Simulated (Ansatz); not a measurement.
AgCl:
```
CELL_PARAMETERS angstrom
      1.86265    -5.55346     0.00000
      1.86265     5.55346     0.00000
      0.00000     0.00000     3.94500
ATOMIC_POSITIONS crystal
  Ag 0.39602 0.60398 0.75000
  Ag 0.60398 0.39602 0.25000
  Cl 0.86596 0.13404 0.25000
  Cl 0.13404 0.86596 0.75000
```

Plane-wave PAW r²SCAN (Ansatz code) gives a gap of 1.01 eV without spin–orbit coupling, maximum on the Σ0–Γ line, 12 % of the way from Σ0, minimum at Γ.

What happens when spin–orbit coupling is switched on?

The gap decreases by 0.02 eV, to 0.99 eV; maximum on the Σ0–Γ line, 12 % of the way from Σ0, minimum at Γ.

Give the electron effective mass with spin–orbit coupling.

0.24, 0.24, 0.37 mₑ (principal values).

Give the hole effective mass with spin–orbit coupling.

0.51, 0.72, 13 mₑ (principal values).

Space group Cmcm. The first step of the workflow began from a Materials Project structure, measured or hypothetical; the Crystallography Open Database copy checked does not list it. It is not the phase usual at ambient conditions (space group No. 225). Symmetry was held in the r²SCAN relaxation; its stability against distortions is not shown here. No spin polarisation was allowed.

Potentials: the later of the program's two PAW sets.
